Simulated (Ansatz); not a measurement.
CdTe:
```yaml
crystal:
  lattice:
    - [0.00000, 3.24489, 3.24489]
    - [3.24489, 0.00000, 3.24489]
    - [3.24489, 3.24489, 0.00000]
  atoms:
    - { symbol: Cd, position: [0.00000, 0.00000, 0.00000] }
    - { symbol: Te, position: [0.75000, 0.75000, 0.75000] }
```

This is the PBEsol-relaxed structure.

**Question.** All from PBEsol (plane waves, PAW; program Ansatz), unless another level is named. Predict the HSE06 gap on the PBEsol cell.

**Answer.** 1.62 eV.

**Question.** What about the formation energy from the elements (no fitted shifts)?

**Answer.** -381 meV/atom.

**Question.** Predict the electron effective mass.

**Answer.** 0.054 mₑ (isotropic).

**Question.** Next, the hole effective mass, band 1 of 3 at the edge?

**Answer.** 0.51 along [100], 2.6 along [110], 1.1 along [111] (mₑ).

**Question.** What about the hole effective mass, band 3 of 3 at the edge?

**Answer.** 0.055 along [100], 0.051 along [110], 0.050 along [111] (mₑ).

Space group F-43m (zinc blende). The PBEsol relaxation kept the symmetry of its start. The references are the lowest solids computed at this level, not always the standard phases. Spin–orbit coupling is left out wherever it is not named.

Potentials: the earlier of the program's two PAW sets. The files were generated under PBE; for other functionals the program regenerates the frozen cores, and for LDA and PBEsol the local potential too.
